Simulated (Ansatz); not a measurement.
Relax this structure to zero stress and force, keeping its symmetry:

Space group P6_3/mmc (No. 194). a = 4.899 Å, b = 4.899 Å, c = 6.160 Å, α = 90.00°, β = 90.00°, γ = 120.00°
```
atom site symmetry x y z
  Sc    2a      -3m.  0.0000  0.0000  0.0000
  Sc    2d      -6m2  0.3333  0.6667  0.7500
  Al    2c      -6m2  0.3333  0.6667  0.2500
```

All numbers below come from Ansatz, DFT PBEsol, scalar-relativistic, plane waves, PAW.

Settings: cutoff 420 eV, Γ-centred mesh 12×12×6 on the computed 6-atom cell, Gaussian smearing of 0.10 eV; no spin polarisation.

Problem. What does it relax to?

Solution. The volume drops by 0.67 Å³/atom to 20.67 Å³/atom, and the energy falls by 4.7 meV/atom. Final structure:
```cif
data_structure
_symmetry_space_group_name_H-M 'P6_3/mmc'
_symmetry_Int_Tables_number 194
_cell_length_a 4.8509
_cell_length_b 4.8509
_cell_length_c 6.0854
_cell_angle_alpha 90.000
_cell_angle_beta 90.000
_cell_angle_gamma 120.000
_cell_volume 124.01
loop_
_atom_site_label
_atom_site_type_symbol
_atom_site_symmetry_multiplicity
_atom_site_Wyckoff_symbol
_atom_site_fract_x
_atom_site_fract_y
_atom_site_fract_z
_atom_site_occupancy
Sc1 Sc 2 a 0.00000 0.00000 0.00000 1
Sc2 Sc 2 d 0.33333 0.66667 0.75000 1
Al1 Al 2 c 0.33333 0.66667 0.25000 1
```

Cost: 1 run of about 0.85 core-minutes, on Intel Xeon 6975P-C (Granite Rapids) (shared hosts).